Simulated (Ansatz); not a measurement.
## Calculated with Ansatz: YbMg2Ge2, settings compared

input.yaml:

```yaml
crystal:
  lattice:
    - [0.0, 4.134305, 0.0]
    - [4.134305, 0.0, 0.0]
    - [2.067153, 2.067153, -5.12208]
  atoms:
    - { symbol: Ge, position: [0.375, 0.375, 0.25] }
    - { symbol: Ge, position: [0.625, 0.625, 0.75] }
    - { symbol: Yb, position: [0.0, 0.0, 0.0] }
    - { symbol: Mg, position: [0.75, 0.25, 0.5] }
    - { symbol: Mg, position: [0.25, 0.75, 0.5] }
  symmetry: { tolerance: 0.0003 }
kpoints:
  mp_grid: { grid: [5, 5, 5], shift: [0, 0, 0] }
magnetization:
  spin_polarized: false
scf:
  occupations: { method: fermi_dirac, width: 0.0544 }
hamiltonian:
  pseudopotentials: { kind: paw }
  xc: pbesol
basis:
  ecutwfc: 420
output:
  forces: true
  stress: true
  eigenvalues: true
```

The command:

```bash
ansatz run input.yaml --threads 1 --pin off --max-ram 2560MiB --backend cpu --events-out ev --progress --plain --runs-dir out
```

Origin of the cell: a known structure type with other elements, at an estimated volume, so it need not be a known compound.

Output of this run (shortened):

```
SCF iter   1: F=—  HF=-26008.330260 eV  Δρ=6.26e-3  dr2=4.87e-2  defer=2
SCF iter   2: F=—  HF=-26008.323945 eV  Δρ=3.02e-3  dr2=1.52e-2  defer=15
SCF iter   3: F=—  HF=-26008.321684 eV  Δρ=1.09e-3  dr2=2.56e-3  defer=15
SCF iter   4: F=—  HF=-26008.321430 eV  Δρ=2.94e-4  dr2=1.01e-4  defer=15
SCF iter   5: F=—  HF=-26008.321426 eV  Δρ=1.38e-4  dr2=1.74e-5  defer=15
SCF iter   6: F=—  HF=-26008.321418 eV  Δρ=5.78e-5  dr2=3.25e-6  defer=15
SCF iter   7: F=—  HF=-26008.321417 eV  Δρ=1.78e-5  dr2=4.64e-7  defer=15
SCF iter   8: F=—  HF=-26008.321417 eV  Δρ=8.29e-6  dr2=9.23e-8
SCF iter   9: F=-26008.321416 eV  HF=-26008.321417 eV  Δρ=3.24e-6  dr2=1.26e-8
SCF 1 converged in 9 iterations: F = -26008.321416 eV  dr2 = 1.26e-8
SCF converged after 9 iterations
Free energy (F): -26008.321416 eV
Harris-Foulkes:  -26008.321417 eV  (|F-HF|=1.24e-8)
Internal energy: -26008.292443 eV  (E = F + TS)
E sigma→0 (E₀):  -26008.306930 eV
Entropy (-TS):   -0.028973 eV (-5.795 meV/atom)
Fermi energy:    12.527884 eV
--- Per-component energies (eV) ---
  E_band       = -701.484153
  E_kinetic    = 746.977349
  E_local      = -12743.456322  (includes V_loc(G=0)·N_el)
  E_nonlocal   = 1581.244345
  E_hartree    = 5342.346658
  E_xc         = -379.248826
  E_vxc        = -419.609839  (∫ρ·V_xc dr)
  E_paw        = -11749.583369  (= ΣΔE_a)
  E_vpaw       = -551.334897  (= ΣTr[D̂ρ^β])
  E_aug_tail   = 0.000615  (compensation charges beyond the density's cutoff)
  E_ewald      = -8809.655684
  E_core_change = 3.082791  (= ΣΔE_core)
  E_smearing   = -0.028973  (= −TS)
  Σ components = -26008.321416   (vs F -26008.321416, Δ=0.00e0)
--- Forces (eV/Å), atoms counted from 1 ---
  atom   1  Ge    -0.000000    -0.000000     3.029015
  atom   2  Ge     0.000000     0.000000    -3.029015
  atom   3  Yb     0.000000    -0.000000     0.000000
  atom   4  Mg     0.000000     0.000000    -0.000000
  atom   5  Mg    -0.000000    -0.000000     0.000000
  max |Σ_I F_I| component: 4.30e-16 eV/Å
--- Stress (GPa, compression-positive) ---
       18.486707      -0.000000       0.000000
       -0.000000      18.486707       0.000000
        0.000000       0.000000      17.490678
  P = ⅓ Tr σ = 18.1547 GPa (181.547 kbar)
```

The same input was run again with these changes:

1. `hamiltonian.hubbard` default → { sites: [{ species: Yb, l: f, u_eff: 2.0 }], double_counting: fll }
2. `kpoints.mp_grid.grid` [5, 5, 5] → [8, 8, 8]
3. `hamiltonian.dispersion` default → d4; `accuracy` default → medium
4. `hamiltonian.xc` pbesol → revpbe; `scf.n_extra_bands` default → 32

```csv
run,end,SCF iterations,P (GPa),max force component (eV/Å),moment (μB),ΔE(σ→0) (meV/atom)
base,converged,9,18.15,3.029,–,0
1,converged,15,18.73,3.040,–,–
2,converged,9,18.00,3.000,–,-1.06
3,converged,9,16.80,3.032,–,–
4,converged,9,23.62,3.061,–,–
```

Energies are compared only where functional, datasets, charge and starting cell are the same.

Caveats of the base run: f shells without a U or exact exchange are poorly placed; no spin polarisation, so a magnetic state may lie lower; no spin-orbit coupling, though heavy elements are present; the k mesh is coarse if the cell is a metal.

Run 4: forces of this functional can be a tenth off on datasets made under PBE.

The base run took 5.9 s on 1 thread of Arm Neoverse V1 (shared host), peak memory 0.38 GiB, from the program's own first density.
